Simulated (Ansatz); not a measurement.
AlPt:
```cif
data_AlPt
_chemical_formula_sum 'Pt1 Al1'
_space_group_name_H-M_alt 'P 1'
_space_group_IT_number 1
_cell_length_a 3.60245
_cell_length_b 3.60245
_cell_length_c 3.60245
_cell_angle_alpha 60.000
_cell_angle_beta 60.000
_cell_angle_gamma 60.000
loop_
_space_group_symop_operation_xyz
  'x, y, z'
loop_
_atom_site_label
_atom_site_type_symbol
_atom_site_fract_x
_atom_site_fract_y
_atom_site_fract_z
_atom_site_occupancy
Pt1 Pt 0.00000 0.00000 0.00000 1
Al1 Al 0.50000 0.50000 0.50000 1
```

Relaxed with r²SCAN.

**Question.** Tabulate the valence density and the electron localisation function along the shortest Pt–Al contact (2.55 Å), r²SCAN (plane waves, PAW; program Ansatz).

**Answer.** 

```tsv
distance from Pt (Å)	density (e/Å³)	ELF
0.25	10.45	0.58
0.38	8.83	0.56
0.51	6.76	0.54
0.64	4.53	0.51
0.76	2.58	0.46
0.89	1.35	0.39
1.02	0.81	0.35
1.15	0.55	0.38
1.27	0.42	0.46
1.40	0.35	0.55
1.53	0.30	0.61
1.66	0.26	0.59
1.78	0.21	0.45
1.91	0.16	0.22
2.04	0.10	0.07
2.17	0.07	0.03
2.29	0.06	0.08
```

The density is the valence pseudo-density with augmentation charge, so density and ELF within about 1 Å of a nucleus are not all-electron values.

Space group Fm-3m (rock salt). The start of the workflow was typed in or built on a structure type; neither database checked (COD, Materials Project) lists it. Its standing as an ambient phase is unchecked. Symmetry was held in the r²SCAN relaxation; whether a distortion lowers the energy is not shown. The run is not spin-polarised. Spin–orbit coupling is left out wherever it is not named.

Potentials: the earlier of the program's two PAW sets.
